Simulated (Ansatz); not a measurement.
BAs:
```yaml
crystal:
  lattice:
    - [3.16764, 0.00000, 0.00000]
    - [0.00000, 3.16764, 0.00000]
    - [0.00000, 0.00000, 5.74882]
  atoms:
    - { symbol: B, position: [0.00000, 0.50000, 0.00000] }
    - { symbol: B, position: [0.50000, 0.00000, 0.50000] }
    - { symbol: As, position: [0.00000, 0.00000, 0.25000] }
    - { symbol: As, position: [0.00000, 0.00000, 0.75000] }
```

Relaxed with PBE. Special points in fractions of this cell's reciprocal vectors: Γ (0.000, 0.000, 0.000); X (0.000, 0.500, 0.000); M (0.500, 0.500, 0.000); Z (0.000, 0.000, 0.500); R (0.000, 0.500, 0.500); A (0.500, 0.500, 0.500).

List the band energies nearest the Fermi level at these points for DFT-PBE in the program Ansatz with PAW potentials.

In eV from the Fermi level; about four levels below and three above (degenerate sets whole), none deeper than 8.9 eV; points with the same levels are listed once.

```
k                    below                above
-  -----------------------  -------------------
Γ        -2.60 -2.60 -1.63       1.73 1.94 1.94
X  -8.17 -5.66 -3.09 -1.64       0.98 2.93 3.04
M  -6.83 -4.69 -4.69 -2.32       0.13 0.61 0.61
Z  -2.10 -2.10 -0.50 -0.50  3.16 3.16 4.37 4.37
R  -4.50 -3.42 -1.45 -0.61       2.02 2.06 2.96
A  -2.05 -2.05 -1.41 -1.41  3.52 3.52 3.67 3.67
```

Space group P4_2/mmc. A made-up cell: these elements were put on the sites of a structure type; neither database checked (COD, Materials Project) lists it. It is not the phase usual at ambient conditions (space group No. 216). The cell was relaxed with PBE under the symmetry of its start; its stability against distortions is not shown here. Spin–orbit coupling is left out wherever it is not named.

Potentials: the later of the program's two PAW sets.
